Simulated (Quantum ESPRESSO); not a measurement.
TaTi3NO7, one run as intended and one with a planted mistake

A calculation, not a measurement. The program is pw.x of Quantum ESPRESSO 7.5 (plane-wave density functional theory). The cell is made up: 12 atoms on a fluorite lattice, with randomly drawn elements, strain and displacements, not relaxed. PseudoDojo standard norm-conserving files (v0.5 for PBE, v0.4.1 for LDA and PBEsol) set the functional; there is no spin polarisation, spin-orbit coupling or dispersion term, and the masses in the input are unused placeholders.

Intended input:

```
&control calculation='scf', pseudo_dir='./dojo.nc.sr.pbe.v0_5.standard.upf', outdir='./o', disk_io='low', tprnfor=.true., tstress=.true. /
&system ibrav=0, nat=12, ntyp=4, nbnd=54, ecutwfc=84.00895049, nosym=.true., tot_charge=0,
 occupations='smearing', smearing='fd', degauss=0.0018374661
/
&electrons conv_thr=7.350e-09, electron_maxstep=60, /
ATOMIC_SPECIES
N 1.0 N.upf
O 1.0 O.upf
Ta 1.0 Ta.upf
Ti 1.0 Ti.upf
CELL_PARAMETERS angstrom
4.7651 0.0 0.0
0.0 4.7651 0.0
0.0 0.0 4.7651
ATOMIC_POSITIONS angstrom
Ta -0.0248 -0.0457 -0.0208
Ti -0.0244 2.3662 2.4194
Ti 2.4022 -0.0612 2.4223
Ti 2.3847 2.3926 -0.0257
N 1.1978 1.1523 1.1289
O 1.1781 1.1673 3.5178
O 1.1321 3.6171 1.2117
O 1.101 3.6015 3.5135
O 3.5951 1.1587 1.1106
O 3.5672 1.0915 3.573
O 3.5718 3.639 1.2808
O 3.5566 3.6216 3.593
K_POINTS automatic
5 5 5 1 1 1
```

The log is shortened where brackets say so; the opening notice, blank lines, dates and the lines on written files are dropped, and the path of the files is cut. It prints rydbergs, bohrs and kilobars, and counts compression as positive stress. Where no state is partly filled, the Fermi energy that it prints is only some level between the filled and the empty states on the mesh, and need not lie in the true gap.

Log of the intended run:

```
     Program PWSCF v.7.5
     Parallel version (MPI & OpenMP), running on       4 processor cores
     Number of MPI processes:                 4
     Threads/MPI process:                     1
     [start-up lines left out]
     bravais-lattice index     =            0
     lattice parameter (alat)  =       9.0047  a.u.
     unit-cell volume          =     730.1510 (a.u.)^3
     number of atoms/cell      =           12
     number of atomic types    =            4
     number of electrons       =        96.00
     number of Kohn-Sham states=           54
     kinetic-energy cutoff     =      84.0090  Ry
     charge density cutoff     =     336.0358  Ry
     scf convergence threshold =      7.3E-09
     mixing beta               =       0.7000
     number of iterations used =            8  plain     mixing
     Exchange-correlation= PBE
                           (   1   4   3   4   0   0   0)
     [axes and pseudopotential details left out]
   Cartesian axes
     site n.     atom                  positions (alat units)
         1        Ta     tau(   1) = (  -0.0052045  -0.0095906  -0.0043651  )
         2        Ti     tau(   2) = (  -0.0051206   0.4965688   0.5077333  )
         3        Ti     tau(   3) = (   0.5041237  -0.0128434   0.5083419  )
         4        Ti     tau(   4) = (   0.5004512   0.5021091  -0.0053934  )
         5        N      tau(   5) = (   0.2513693   0.2418207   0.2369100  )
         6        O      tau(   6) = (   0.2472351   0.2449686   0.7382426  )
         7        O      tau(   7) = (   0.2375816   0.7590817   0.2542864  )
         8        O      tau(   8) = (   0.2310550   0.7558079   0.7373402  )
         9        O      tau(   9) = (   0.7544648   0.2431638   0.2330696  )
        10        O      tau(  10) = (   0.7486097   0.2290613   0.7498269  )
        11        O      tau(  11) = (   0.7495750   0.7636776   0.2687876  )
        12        O      tau(  12) = (   0.7463852   0.7600260   0.7540240  )
     number of k points=    63  Fermi-Dirac smearing, width (Ry)=  0.0018
                       cart. coord. in units 2pi/alat
        k(    1) = (   0.1000000   0.1000000   0.1000000), wk =   0.0320000
        k(    2) = (   0.1000000   0.1000000   0.3000000), wk =   0.0320000
     [further k points left out]
     Dense  grid:    76117 G-vectors     FFT dimensions: (  54,  54,  54)
     Estimated max dynamical RAM per process >     255.32 MB
     Estimated total dynamical RAM >     965.55 MB
     Initial potential from superposition of free atoms
     starting charge      95.9943, renormalised to      96.0000
     Starting wfcs are   72 randomized atomic wfcs
     total cpu time spent up to now is        7.3 secs
     per-process dynamical memory:   203.2 Mb
     Self-consistent Calculation
     iteration #  1     ecut=    84.01 Ry     beta= 0.70
     Davidson diagonalization with overlap
     ethr =  1.00E-02,  avg # of iterations =  2.0
     total cpu time spent up to now is       20.1 secs
     total energy              =    -736.33320710 Ry
     estimated scf accuracy    <       6.02622449 Ry
     iteration #  2     ecut=    84.01 Ry     beta= 0.70
     Davidson diagonalization with overlap
     ethr =  6.28E-03,  avg # of iterations =  6.2
     total cpu time spent up to now is       44.6 secs
     total energy              =    -729.45511795 Ry
     estimated scf accuracy    <      70.95206685 Ry
     [iterations 3 to 22 left out]
     iteration # 23     ecut=    84.01 Ry     beta= 0.70
     Davidson diagonalization with overlap
     ethr =  2.64E-11,  avg # of iterations =  5.7
     total cpu time spent up to now is      375.0 secs
     total energy              =    -739.55468304 Ry
     estimated scf accuracy    <          9.0E-09 Ry
     iteration # 24     ecut=    84.01 Ry     beta= 0.70
     Davidson diagonalization with overlap
     ethr =  9.40E-12,  avg # of iterations =  5.4
     total cpu time spent up to now is      390.1 secs
     End of self-consistent calculation
     [lines on levels left out]
     the Fermi energy is    14.8802 ev
!    total energy              =    -739.55468304 Ry
     estimated scf accuracy    <          1.8E-09 Ry
     smearing contrib. (-TS)   =      -0.00000000 Ry
     internal energy E=F+TS    =    -739.55468304 Ry
     The total energy is F=E-TS. E is the sum of the following terms:
     one-electron contribution =    -143.10244882 Ry
     hartree contribution      =     131.72546135 Ry
     xc contribution           =    -147.39262561 Ry
     ewald contribution        =    -580.78506996 Ry
     convergence has been achieved in  24 iterations
     Forces acting on atoms (cartesian axes, Ry/au):
     atom    1 type  3   force =     0.07763893    0.08640650    0.09161573
     atom    2 type  4   force =     0.06017641   -0.06888494   -0.08334025
     atom    3 type  4   force =    -0.06863687    0.07620720   -0.07823551
     atom    4 type  4   force =    -0.07133945   -0.08701094    0.08176318
     atom    5 type  1   force =     0.02595872    0.06615557    0.01316794
     atom    6 type  2   force =     0.00729761    0.03986905    0.00530875
     atom    7 type  2   force =     0.03803985   -0.06656871   -0.02116970
     atom    8 type  2   force =     0.05318254   -0.04437592    0.01674998
     atom    9 type  2   force =    -0.03107215    0.06990027    0.04042484
     atom   10 type  2   force =    -0.02142964    0.09242216   -0.04483662
     atom   11 type  2   force =    -0.02263088   -0.06298667   -0.03363419
     atom   12 type  2   force =    -0.04718508   -0.10113358    0.01218586
     Total force =     0.358042     Total SCF correction =     0.000094
     Computing stress (Cartesian axis) and pressure
          total   stress  (Ry/bohr**3)                   (kbar)     P=      248.15
   0.00168086  -0.00011985   0.00014942          247.26      -17.63       21.98
  -0.00011985   0.00170520   0.00008569          -17.63      250.84       12.61
   0.00014942   0.00008569   0.00167463           21.98       12.61      246.35
     init_run     :      6.85s CPU      7.13s WALL (       1 calls)
     electrons    :    381.29s CPU    382.86s WALL (       1 calls)
     forces       :      2.42s CPU      2.44s WALL (       1 calls)
     stress       :      9.40s CPU      9.40s WALL (       1 calls)
     [timing details left out]
     PWSCF        :   6m40.18s CPU   6m42.18s WALL
     JOB DONE.
```

A second run has one planted mistake: the files are those of another functional. The input lines that differ, file-writing options aside:

```
- &control calculation='scf', pseudo_dir='./dojo.nc.sr.pbe.v0_5.standard.upf', outdir='./o', disk_io='low', tprnfor=.true., tstress=.true. /
+ &control calculation='scf', pseudo_dir='./dojo.nc.sr.pbesol.v0_4_1.standard.upf', outdir='./o', disk_io='low', tprnfor=.true., tstress=.true. /
```

Its log:

```
     Program PWSCF v.7.5
     Parallel version (MPI & OpenMP), running on       4 processor cores
     Number of MPI processes:                 4
     Threads/MPI process:                     1
     [start-up lines left out]
     bravais-lattice index     =            0
     lattice parameter (alat)  =       9.0047  a.u.
     unit-cell volume          =     730.1510 (a.u.)^3
     number of atoms/cell      =           12
     number of atomic types    =            4
     number of electrons       =        96.00
     number of Kohn-Sham states=           54
     kinetic-energy cutoff     =      84.0090  Ry
     charge density cutoff     =     336.0358  Ry
     scf convergence threshold =      7.3E-09
     mixing beta               =       0.7000
     number of iterations used =            8  plain     mixing
     Exchange-correlation= PBESOL
                           (   1   4  10   8   0   0   0)
     [axes and pseudopotential details left out]
   Cartesian axes
     site n.     atom                  positions (alat units)
         1        Ta     tau(   1) = (  -0.0052045  -0.0095906  -0.0043651  )
         2        Ti     tau(   2) = (  -0.0051206   0.4965688   0.5077333  )
         3        Ti     tau(   3) = (   0.5041237  -0.0128434   0.5083419  )
         4        Ti     tau(   4) = (   0.5004512   0.5021091  -0.0053934  )
         5        N      tau(   5) = (   0.2513693   0.2418207   0.2369100  )
         6        O      tau(   6) = (   0.2472351   0.2449686   0.7382426  )
         7        O      tau(   7) = (   0.2375816   0.7590817   0.2542864  )
         8        O      tau(   8) = (   0.2310550   0.7558079   0.7373402  )
         9        O      tau(   9) = (   0.7544648   0.2431638   0.2330696  )
        10        O      tau(  10) = (   0.7486097   0.2290613   0.7498269  )
        11        O      tau(  11) = (   0.7495750   0.7636776   0.2687876  )
        12        O      tau(  12) = (   0.7463852   0.7600260   0.7540240  )
     number of k points=    63  Fermi-Dirac smearing, width (Ry)=  0.0018
                       cart. coord. in units 2pi/alat
        k(    1) = (   0.1000000   0.1000000   0.1000000), wk =   0.0320000
        k(    2) = (   0.1000000   0.1000000   0.3000000), wk =   0.0320000
     [further k points left out]
     Dense  grid:    76117 G-vectors     FFT dimensions: (  54,  54,  54)
     Estimated max dynamical RAM per process >     255.32 MB
     Estimated total dynamical RAM >     965.55 MB
     Initial potential from superposition of free atoms
     starting charge      95.9947, renormalised to      96.0000
     Starting wfcs are   72 randomized atomic wfcs
     total cpu time spent up to now is        7.6 secs
     per-process dynamical memory:   197.7 Mb
     Self-consistent Calculation
     iteration #  1     ecut=    84.01 Ry     beta= 0.70
     Davidson diagonalization with overlap
     ethr =  1.00E-02,  avg # of iterations =  2.0
     total cpu time spent up to now is       20.5 secs
     total energy              =    -735.44906023 Ry
     estimated scf accuracy    <       5.64810259 Ry
     iteration #  2     ecut=    84.01 Ry     beta= 0.70
     Davidson diagonalization with overlap
     ethr =  5.88E-03,  avg # of iterations =  6.2
     total cpu time spent up to now is       45.4 secs
     total energy              =    -728.98140242 Ry
     estimated scf accuracy    <      66.77914804 Ry
     [iterations 3 to 21 left out]
     iteration # 22     ecut=    84.01 Ry     beta= 0.70
     Davidson diagonalization with overlap
     ethr =  1.23E-11,  avg # of iterations =  2.6
     total cpu time spent up to now is      373.0 secs
     total energy              =    -738.48873597 Ry
     estimated scf accuracy    <       0.00000001 Ry
     iteration # 23     ecut=    84.01 Ry     beta= 0.70
     Davidson diagonalization with overlap
     ethr =  1.14E-11,  avg # of iterations =  4.9
     total cpu time spent up to now is      386.4 secs
     End of self-consistent calculation
     [lines on levels left out]
     the Fermi energy is    14.7339 ev
!    total energy              =    -738.48873597 Ry
     estimated scf accuracy    <          1.5E-09 Ry
     smearing contrib. (-TS)   =      -0.00000000 Ry
     internal energy E=F+TS    =    -738.48873597 Ry
     The total energy is F=E-TS. E is the sum of the following terms:
     one-electron contribution =    -142.85837649 Ry
     hartree contribution      =     130.83746042 Ry
     xc contribution           =    -145.68274993 Ry
     ewald contribution        =    -580.78506996 Ry
     convergence has been achieved in  23 iterations
     Forces acting on atoms (cartesian axes, Ry/au):
     atom    1 type  3   force =     0.07577186    0.08524423    0.09034225
     atom    2 type  4   force =     0.05996009   -0.06708885   -0.08136112
     atom    3 type  4   force =    -0.06679333    0.07383989   -0.07610392
     atom    4 type  4   force =    -0.07012454   -0.08658105    0.08041086
     atom    5 type  1   force =     0.02425121    0.06373418    0.01144366
     atom    6 type  2   force =     0.00581312    0.03803344    0.00596402
     atom    7 type  2   force =     0.03553429   -0.06374043   -0.02172528
     atom    8 type  2   force =     0.05029834   -0.04187012    0.01689062
     atom    9 type  2   force =    -0.02923339    0.06682436    0.03753006
     atom   10 type  2   force =    -0.01968198    0.08851592   -0.04254984
     atom   11 type  2   force =    -0.02078328   -0.05962379   -0.03364182
     atom   12 type  2   force =    -0.04501239   -0.09728777    0.01280051
     Total force =     0.347374     Total SCF correction =     0.000043
     Computing stress (Cartesian axis) and pressure
          total   stress  (Ry/bohr**3)                   (kbar)     P=      153.79
   0.00103898  -0.00011626   0.00014595          152.84      -17.10       21.47
  -0.00011626   0.00106569   0.00008376          -17.10      156.77       12.32
   0.00014595   0.00008376   0.00103173           21.47       12.32      151.77
     init_run     :      7.03s CPU      7.30s WALL (       1 calls)
     electrons    :    377.65s CPU    378.89s WALL (       1 calls)
     forces       :      2.38s CPU      2.40s WALL (       1 calls)
     stress       :      8.58s CPU      8.59s WALL (       1 calls)
     [timing details left out]
     PWSCF        :   6m35.98s CPU   6m37.59s WALL
     JOB DONE.
```

|  | intended run | run with the mistake |
| --- | --- | --- |
| free energy (eV) | -10062.154 | -10047.651 |
| smearing term -TS (eV) | 0.0000 | 0.0000 |
| pressure (GPa) | 24.82 | 15.38 |
| largest force component (eV/Å) | 2.600 | 2.501 |
| largest change of a force component (eV/Å) |  | 0.100 |
| iterations | 24 | 23 |

For scale, a rerun of the intended cell at a cutoff of 1437 eV and k mesh 7 x 7 x 7 moved values by no more than 0.002 eV in energy, 0.06 GPa in stress and 0.009 eV/Å in force. Files of another functional have another zero of energy, so the energy change says nothing on stability.